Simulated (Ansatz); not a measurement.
Rb2P2Pd in space group Cmcm (No. 63; Rb on 4c, Rb on 4c, P on 8g, Pd on 4a) at seven volumes, r²SCAN in the plane-wave PAW code Ansatz, shape and atoms relaxed at each. One row is withheld.

| V (Å³/atom) | P (GPa) |
|---|---|
| 26.359 | 2.82 |
| 27.228 | 1.70 |
| 28.097 | 0.78 |
| 28.966 | 0.00 |
| 29.835 | ? |
| 30.704 | -1.14 |
| 31.573 | -1.56 |

Q: Fit the shown pressures and predict the withheld one.

A: P = (3/2)B₀(x^(7/2) − x^(5/2))[1 + (3/4)(B′ − 4)(x − 1)] with x = (V₀/V)^(2/3). Least squares on the six rows gives V₀ = 28.976 Å³/atom, B₀ = 23.0 GPa, B′ = 5.46. At V = 29.835, x = 0.9807 and P = -0.62 GPa. The run itself gave -0.63 GPa.

The workflow started from a Materials Project entry (that database holds measured and hypothetical structures alike); the Crystallography Open Database copy checked does not list it. Its standing as an ambient phase is unchecked. Symmetry was held in the r²SCAN relaxation; whether a distortion lowers the energy is not shown. The run is not spin-polarised.

Potentials: the later of the program's two PAW sets.
